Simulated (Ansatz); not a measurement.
BRh (NiAs type, P6_3/mmc) at seven volumes, r²SCAN (plane waves, PAW; program Ansatz), shape and atoms relaxed at each. One row is withheld.

| V (Å³/atom) | P (GPa) |
|---|---|
| 9.189 | ? |
| 9.492 | 20.67 |
| 9.795 | 9.47 |
| 10.098 | 0.00 |
| 10.401 | -8.07 |
| 10.704 | -14.92 |
| 11.007 | -20.73 |

Q: Fit the shown pressures and predict the withheld one.

A: Third-order Birch–Murnaghan: P = (3/2)B₀(x^(7/2) − x^(5/2))[1 + (3/4)(B′ − 4)(x − 1)] with x = (V₀/V)^(2/3). Least squares on the six rows gives V₀ = 10.098 Å³/atom, B₀ = 291.1 GPa, B′ = 4.45. At V = 9.189, x = 1.0649 and P = 33.89 GPa. The run itself gave 33.80 GPa.

The first step of the workflow began from a Materials Project structure, measured or hypothetical; the Crystallography Open Database copy checked does not list it. Its standing as an ambient phase is unchecked. The r²SCAN relaxation kept the symmetry of its start; its stability against distortions is not shown here. The run is not spin-polarised.

Potentials: the later of the program's two PAW sets.
